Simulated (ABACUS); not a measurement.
ABACUS run on Ni3Ge (P4mm, 4 atoms in the cell; from Materials Project mp-21008, changed as shown): self-consistent single point.

Level of theory: PBEsol, PseudoDojo 0.4 standard norm-conserving PBEsol (tails mended) pseudopotentials (plane waves; ABACUS).

The change in words: atom 4 moved by -0.04 angstrom along x. Reference geometry (Pm-3m):
```xyz
4
Lattice="3.4505 0.0000 0.0000 0.0000 3.4505 0.0000 0.0000 0.0000 3.4505" Properties=species:S:1:pos:R:3 pbc="T T T"
Ni     1.7253     0.0000     1.7253
Ni     0.0000     1.7253     1.7253
Ni     1.7253     1.7253     0.0000
Ge     0.0000     0.0000     0.0000
```

Reference input (self-consistent single point, DFT, PBEsol, plane waves, PseudoDojo 0.4 standard norm-conserving PBEsol (tails mended) pseudopotentials): KPT = MP 7 7 7 0 0 0; basis_type = pw; dft_functional = PBESOL; ecutwfc = 98 Ry; smearing_method = mv; smearing_sigma = 0.0199916 Ry; potentials = PseudoDojo 0.4 standard norm-conserving PBEsol (tails mended); symmetry = 1; symmetry_prec = 1e-05; ks_solver = dav; scf_nmax = 100; scf_thr = 1.0e-09 Ry. This run's input differs from it in these lines:

```diff
@@ -44,3 +44,3 @@
 1
-   0.0000000000    0.0000000000    0.0000000000
+  -0.0115920000    0.0000000000    0.0000000000
 # file: KPT
```

The program printed (abridged):

```
 SELF-CONSISTENT
 -------------------------------------------
                                 init_chg = atomic

 PW ALGORITHM --------------- ION=   1  ELEC=   1--------------------------------

 Notice: Threshold on eigenvalues was too large.

 Density error is 0.250388086525
                          Error Threshold = 0.000370887897388
 E_KohnSham     -1184.2631974017     -16112.7274163618
 E_Fermi        1.4961871331         20.3566702844

 PW ALGORITHM --------------- ION=   1  ELEC=   2--------------------------------

 Density error is 0.898090920988
                          Error Threshold = 0.000368217774302
   [... lines left out ...]

 Density error is 1.20948552211e-09
                          Error Threshold = 1.77463981302e-11
 E_KohnSham     -1184.3988490089     -16114.5730511621
 E_Fermi        1.5462616613         21.0379691929

 PW ALGORITHM --------------- ION=   1  ELEC=  10--------------------------------

 Density error is 1.95814978491e-10
                          Error Threshold = 1.77865517958e-12
 E_KohnSham     -1184.3988490087     -16114.5730511594
 E_KS(sigma->0) -1184.4004721509     -16114.5951351427
 E_entropy(-TS) 0.0032462845         0.0441679665
 E_Fermi        1.5462625914         21.0379818471
 charge density convergence is achieved
 final etot is -16114.573051 eV
 EFERMI = 21.037981847 eV

 STATE ENERGY(eV) AND OCCUPATIONS    NSPIN == 1
   [... 41 lines left out ...]

 TOTAL-FORCE (eV/Angstrom)
                       Ni1        -0.2099350622         0.0000000000         0.0000000000
                       Ni2         0.0468803001         0.0000000000         0.0000000000
                       Ni3        -0.2099350622         0.0000000000         0.0000000000
                       Ge1         0.3729898243         0.0000000000         0.0000000000

 TOTAL-STRESS (KBAR)
       163.4966057476        -0.0000000000         0.0000000000
         0.0000000000       163.1983981573         0.0000000000
        -0.0000000000         0.0000000000       163.1983981573
 TOTAL-PRESSURE: 163.297801 KBAR

 --------------------------------------------
 !FINAL_ETOT_IS -16114.5730511594356358 eV
 --------------------------------------------
```

The run converged in 10 iterations. Against the reference run the free energy goes up by 1.9 meV/atom, the pressure goes from 16.21 to 16.33 GPa and the largest force goes from 0.000 to 0.373 eV/Å.

The run has no spin polarisation, so moments on Ni cannot form. The structure comes from a collection of computed structures, made at another level of theory; the collection holds predicted forms beside known ones. Its lattice was then scaled. No clean gap shows at this smearing width and mesh (spacing up to 0.26 Å⁻¹); the mesh is coarse for partly filled bands, so the values carry mesh errors.

Cost on one core: roughly 3 core-minutes.

“Tails mended”: in these copies of the files the far tail of each local potential was reset to the Coulomb form.
